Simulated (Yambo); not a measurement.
Yambo run on Rb2NaRhF6 (space group Fm-3m, No. 225). The wavefunctions are LDA (pw.x of Quantum ESPRESSO, ONCV potentials, no spin-orbit coupling) ones on a 2×2×2 mesh (43 occupied bands); a = b = c = 6.1272 Å, α = β = γ = 60.00°.

Yambo input:

```
rim_cut
HF_and_locXC
RandQpts= 1000000
RandGvec= 1 Ry
EXXRLvcs= 88 Ry
VXCRLvcs= 352 Ry
% QPkrange
 1 | 1 | 43 | 44 |
 2 | 2 | 43 | 44 |
 3 | 3 | 43 | 44 |
%
```

k points by index: 1 = Γ, 2 = L, 3 = X.

The o-*.hf file then holds:

```
#    K-point    Band    Eo [eV]    Ehf [eV]    Vxc [eV]    Vnlxc [eV]
#
    1    43    -0.148331    -6.493047    -22.62936    -28.97408
    1    44    2.027427    7.950516    -23.83322    -17.91013
    2    43    -0.073936    -6.449107    -22.85902    -29.23419
    2    44    1.940905    7.858633    -23.59146    -17.67373
    3    43    0.000000    -6.428590    -23.11712    -29.54571
    3    44    1.607922    7.577137    -22.38692    -16.41771
```
Exchange alone, without screening.

Geometry of the Materials Project entry, not relaxed at this level.
